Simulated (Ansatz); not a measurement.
# CoSn₃: do energies and stresses tell the same story?

These are results of Ansatz 0.2.0, DFT PBEsol, scalar-relativistic, plane waves, PAW, not measurements.

Cutoff 420 eV; k points 6×6×6 on the computed 16-atom cell (Γ-centred); Gaussian smearing, width 0.10 eV; no spin polarisation.

Relaxed cell: Cmce, a = 16.757 Å, b = 6.196 Å, c = 6.214 Å, α = 90.00°, β = 90.00°, γ = 90.00°, 16 atoms in the primitive cell. Whether it is the stable form of this composition wasn't checked.

Energies at zero smearing and pressures from the stress tensor, at volumes with shape and atoms relaxed:
| V (Å³/atom) | E − E(first) (meV/atom) | P (GPa) |
| --- | --- | --- |
| 17.743 | 0.00 | 15.85 |
| 18.348 | -49.82 | 10.72 |
| 18.952 | -81.94 | 6.45 |
| 19.557 | -99.36 | 2.91 |
| 20.162 | -104.65 | 0.00 |
| 20.767 | -99.92 | -2.34 |
| 21.372 | -87.32 | -4.13 |
| 22.178 | -61.75 | -5.85 |

Q: Check P = −dE/dV between neighbouring volumes, and get the bulk modulus from the pressures alone.

A: With 1 eV/Å³ = 160.2 GPa:
```tsv
middle V (Å³/atom)	−ΔE/ΔV (GPa)	mean P (GPa)
18.045	13.196	13.285
18.650	8.509	8.581
19.255	4.614	4.680
19.860	1.401	1.458
20.465	-1.253	-1.168
21.069	-3.336	-3.233
21.775	-5.081	-4.988
```

The two differ by 0.10 GPa at most. The mean of two end pressures misses the average over a step by about ΔV² P″/12, up to 0.07 GPa here; with that taken off 0.06 GPa remains. The stress is the derivative of the free energy, not of the energy at zero smearing, and with free energies 0.02 GPa remains. Around V = 20.162 Å³/atom, the two neighbours give B = −V ΔP/ΔV = 20.162 × 5.25 / 1.210 = 87.5 GPa, against B0 = 85.4 GPa from the Birch–Murnaghan fit of the energies.

A ferromagnetic start lost its moments in a first run, so spin was left out; other magnetic orders weren't tried.

Cost: 9 runs of about 75 core-minutes in all, on Intel Xeon 6975P-C (Granite Rapids) (shared hosts).